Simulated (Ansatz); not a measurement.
## Pb (Fm-3m): electronic heat capacity and spin susceptibility from the density of states

These are results of DFT r2SCAN, scalar-relativistic, plane waves, PAW in Ansatz 0.2.0, not measurements.

Plane waves to 500 eV, a k mesh through Γ of 14×14×14 on the computed 1-atom cell and Gaussian smearing (0.10 eV); no spin polarisation.

Relaxed cell: Fm-3m, a = 4.996 Å, b = 4.996 Å, c = 4.996 Å, α = 90.00°, β = 90.00°, γ = 90.00°, 1 atom in the primitive cell.

The density of states at the Fermi level is 0.499 states/eV in the cell of 1 atom (1 formula unit; both spins, tetrahedra on a 21×21×21 mesh).

What Sommerfeld coefficient and Pauli susceptibility does this give?

Per formula unit N(E_F) = 0.499 states/eV. γ = (π²/3) k_B² N(E_F) N_A = 2.357 mJ/(mol K²) per state/eV, so γ = 1.2 mJ/(mol K²), a mole of formula units. χ_P = μ_B² N(E_F) N_A = 3.23×10⁻⁵ emu/mol per state/eV gives 1.6×10⁻⁵ emu/mol. This is the bare band result: a measured γ of the same phase is as a rule larger by a factor 1 + λ from phonons and spin fluctuations, the spin part of χ is larger by the Stoner factor, and a measured χ also holds orbital and core terms. N(E_F) at one energy is sensitive to the mesh where the density of states has sharp peaks.

Spin-orbit coupling is left out, which matters for the bands of heavy elements.

Cost: 1 run of about 0.26 core-minutes, on Arm Neoverse V2 (shared hosts).